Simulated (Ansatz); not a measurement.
CoSi2 (fluorite type, space group Fm-3m)

```
CoSi2
1.0
    0.00000     2.65610     2.65610
    2.65610     0.00000     2.65610
    2.65610     2.65610     0.00000
Co Si
1 2
Direct
  0.00000   0.00000   0.00000
  0.25000   0.25000   0.25000
  0.75000   0.75000   0.75000
```

The relaxed cell is deformed in two ways at once: its volume V is scaled, and at that volume it is stretched along z (the c axis of the conventional cell) so that c/a changes. Fractional atomic positions are held.

Method: PBEsol (plane waves to 420 eV, PAW, scalar-relativistic; Ansatz, a program for electronic structure). k mesh 15×15×15 (Γ-centred), Fermi-Dirac smearing 0.05 eV. E stands for the smeared free energy. Compression counts positive. With partly filled bands, the response to shear is sensitive to the k mesh, so small differences along c/a are uncertain. CoSi2 is run without spin polarisation. CoSi2 was relaxed with its symmetry unable to fall. ΔE is measured from the relaxed starting cell.

ΔE (meV/atom), with V/V₀ across and (c/a)/(c/a)₀ down:

```
(c/a)/(c/a)₀ \ V/V₀  0.960  0.973  0.987  1.000  1.013  1.027  1.040
-------------------  -----  -----  -----  -----  -----  -----  -----
0.960                   18     11      6      5      6     10     16
0.973                   15      8      3      2      3      7     13
0.987                   14      6      2      0      2      6     12
1.000                   13      6      1      0      1      5     11
1.013                   14      6      2      0      2      6     12
1.027                   15      7      3      2      3      7     13
1.040                   17     10      5      4      5      9     15
```

P (GPa), with V/V₀ across and (c/a)/(c/a)₀ down:

```csv
(c/a)/(c/a)₀ \ V/V₀,0.960,0.973,0.987,1.000,1.013,1.027,1.040
0.960,8.8,5.7,2.8,0.1,-2.4,-4.7,-6.9
0.973,8.8,5.6,2.7,0.1,-2.5,-4.8,-6.9
0.987,8.7,5.6,2.7,0.0,-2.5,-4.8,-7.0
1.000,8.7,5.6,2.7,0.0,-2.5,-4.8,-7.0
1.013,8.7,5.6,2.7,0.0,-2.5,-4.8,-7.0
1.027,8.7,5.6,2.7,0.0,-2.5,-4.8,-6.9
1.040,8.8,5.7,2.8,0.1,-2.4,-4.7,-6.9
```

Summary:

The shear modulus C′ = (C11 − C12)/2 (fit, atoms clamped) is 50 GPa. Lowest place on the grid: V/V₀ = 1.000, (c/a)/(c/a)₀ = 1.000 (0 meV/atom). Highest place on the grid: V/V₀ = 0.960, (c/a)/(c/a)₀ = 0.960 (18 meV/atom).

(A scan under strain: stresses follow from slopes of the energy per volume, elastic moduli from its curvatures.)
